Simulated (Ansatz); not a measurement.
The elements of this relaxed trial crystal are hidden behind letters.

```
lattice vectors (Å)
   5.6839    0.0000    0.0000
  -2.8419    4.9224    0.0000
   0.0000    0.0000    2.9649
fractional positions
X 0.6667 0.3333 0.0000
X 0.3333 0.6667 0.0000
Z 0.0000 0.0000 0.0000
Q 0.0000 0.5000 0.5000
Q 0.5000 0.0000 0.5000
Q 0.5000 0.5000 0.5000
```

Theory: Ansatz, DFT PBE, scalar-relativistic, plane waves, PAW. Plane waves to 420 eV, a 12×12×12 mesh through Γ for the 6-atom cell and 0.10 eV Gaussian smearing; collinear spin.

```
Space group                                 : P6/mmm (No. 191)
Conventional cell                           : a = 5.684 Å, c = 2.965 Å
Volume per atom                             : 13.83 Å³
Density                                     : 6.35 g/cm³
Energy over the elements                    : −0.51 eV/atom
Gap on the 12×12×12 mesh of the 6-atom cell : 0 eV (a metal)
Net moment per atom                         : 0.40 μB
```

Energies are uncorrected and count from the elements' standard states at the same level.

**Question.** X is a d-block element of period 5, Z is a d-block element of period 5 and Q is a p-block element of period 2. Which elements are they?

**Answer.** X = Zr, Z = Nb, Q = N, so the formula is Zr2NbN3. Density times volume gives a mean mass of 6.35 × 13.83/1.6605 = 52.9 u per atom, and this set has 52.9 u. Zr is surrounded by 6 N at 2.21 Å, 2 Zr at 2.96 Å, 3 Nb at 3.28 Å and 3 Zr at 3.28 Å; Nb has 2 Nb at 2.96 Å, 12 N at 3.21 Å and 6 Zr at 3.28 Å; around N lie 4 Zr at 2.21 Å, 6 N at 2.84–2.96 Å and 4 Nb at 3.21 Å. Other sets within the hints have nearly the same mass, so mass alone doesn't settle it; this one was computed.

The magnetic state reached may not be the lowest. A structure relaxed within its symmetry needn't be a true minimum. Another cell of Zr2NbN3 relaxed alike but without spin, in P-4m2, lies 0.58 eV/atom lower, so this cell isn't the stable form at this level.
